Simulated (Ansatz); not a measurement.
BaTe (rock salt, Fm-3m), DFT-PBEsol in the program Ansatz with PAW potentials. The conduction-band minimum lies at X, with 3 equivalent valleys. Second derivatives d²E/dk² of the lowest band at one valley (eV·Å²), along Cartesian directions:

```csv
direction,d²E/dk²
[100],5.853
[010],29.40
[001],29.40
[110],17.63
[101],17.63
[011],29.39
```

Q: Find the principal effective masses, the density-of-states mass and the conductivity mass.

A: Off-diagonal terms follow from H_xy = H[110] − (H_xx + H_yy)/2, and m*/mₑ = 7.620 eV·Å² over each eigenvalue: 0.26, 0.26, 1.3. One valley's DOS mass (m₁m₂m₃)^(1/3) = 0.44, conductivity mass 3/(Σ 1/mᵢ) = 0.35 mₑ.

Q: What effective density of states Nc follows at 300 K for parabolic valleys?

A: Nc = 2.509e19 × 3 × (0.44)^(3/2) ≈ 2.2e19 cm⁻³.

The cell was relaxed with PBEsol under the symmetry of its start. Scalar-relativistic: spin–orbit coupling is off unless named, which matters more the heavier the elements.

Potentials: the later of the program's two PAW sets.

Edges and masses are those of Kohn–Sham bands, whose gap is no quasiparticle gap.
